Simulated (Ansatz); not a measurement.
Te:
```yaml
crystal:
  lattice:
    - [2.21465, 1.27863, 1.80729]
    - [-2.21465, 1.27863, 1.80729]
    - [0.00000, -2.55726, 1.80729]
  atoms:
    - { symbol: Te, position: [0.50000, 0.50000, 0.50000] }
```

Relaxed with LDA. Special points in fractions of this cell's reciprocal vectors: Γ (0.000, 0.000, 0.000); L (0.500, 0.000, 0.000); T (0.500, -0.500, 0.500); P0 (0.500, -0.500, 0.500); P2 (0.500, 0.500, 0.500); F (0.500, -0.500, 0.000).

Q: List the band energies nearest the Fermi level at these points for DFT-LDA in the program Ansatz with PAW potentials.

A: In eV from the Fermi level; about four levels below and three above (degenerate sets whole), none deeper than 8.9 eV; … stands for higher levels left out; points with the same levels are listed once.

| k | below | above |
|---|---|---|
| Γ | – | 1.14 1.14 1.14 |
| L | -6.53 | 2.65 2.65 8.12 |
| T | -8.33 -3.26 -3.26 -3.26 | 4.23 4.23 … |
| F | -4.82 -4.82 | 1.74 4.11 11.58 |

Space group Pm-3m. The start of the workflow was typed in or built on a structure type; neither database checked (COD, Materials Project) lists it. It is not the phase usual at ambient conditions (space group No. 152). The cell was relaxed with LDA under the symmetry of its start; its stability against distortions is not shown here. Point labels and valley counts follow the cell and symmetry of the run, lower than the named group. Scalar-relativistic: spin–orbit coupling is off unless named, which matters more the heavier the elements.

Potentials: the earlier of the program's two PAW sets.
